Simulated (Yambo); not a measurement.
Yambo run on MoS$_{2}$ (space group R3m, No. 160). The wavefunctions are PBEsol (Quantum ESPRESSO, PseudoDojo norm-conserving, 80 Ry, without SOC) ones on a 6×6×6 mesh (13 occupied bands); a = b = c = 6.2665 Å, α = β = γ = 29.15°.

Yambo input:

```
rim_cut
HF_and_locXC
RandQpts= 1000000
RandGvec= 1 Ry
EXXRLvcs= 80 Ry
VXCRLvcs= 320 Ry
% QPkrange
 1 | 1 | 13 | 14 |
 4 | 4 | 13 | 14 |
 9 | 9 | 13 | 14 |
 13 | 13 | 13 | 14 |
 25 | 25 | 13 | 14 |
 32 | 32 | 13 | 14 |
%
```

k points by index: 1 = Γ, 4 = L, 9 = (0, 0.167, -0.167), 13 = F, 25 = (0.167, -0.5, -0.167), 32 = Z.

The o-*.hf file then holds:

```
#    K-point    Band    Eo [eV]    Ehf [eV]    Vxc [eV]    Vnlxc [eV]
#
    1    13    -1.074595    -3.498424    -13.74773    -16.17156
    1    14    1.932014    6.240050    -15.48245    -11.17442
    4    13    -1.601886    -3.954682    -14.22183    -16.57462
    4    14    1.573001    6.552912    -18.55301    -13.57310
    9    13    -1.588712    -3.594271    -14.99836    -17.00392
    9    14    0.749638    4.706923    -15.21489    -11.25760
    13    13    -1.401835    -2.957131    -14.41798    -15.97328
    13    14    1.509831    6.454026    -18.59211    -13.64792
    25    13    -0.813736    -1.350958    -16.32050    -16.85772
    25    14    0.953441    5.113010    -17.56212    -13.40255
    32    13    0.000000    -0.581828    -16.34776    -16.92958
    32    14    2.069385    6.428455    -15.46635    -11.10728
```
Exchange alone, without screening.

Geometry relaxed with PBE+D3(BJ).
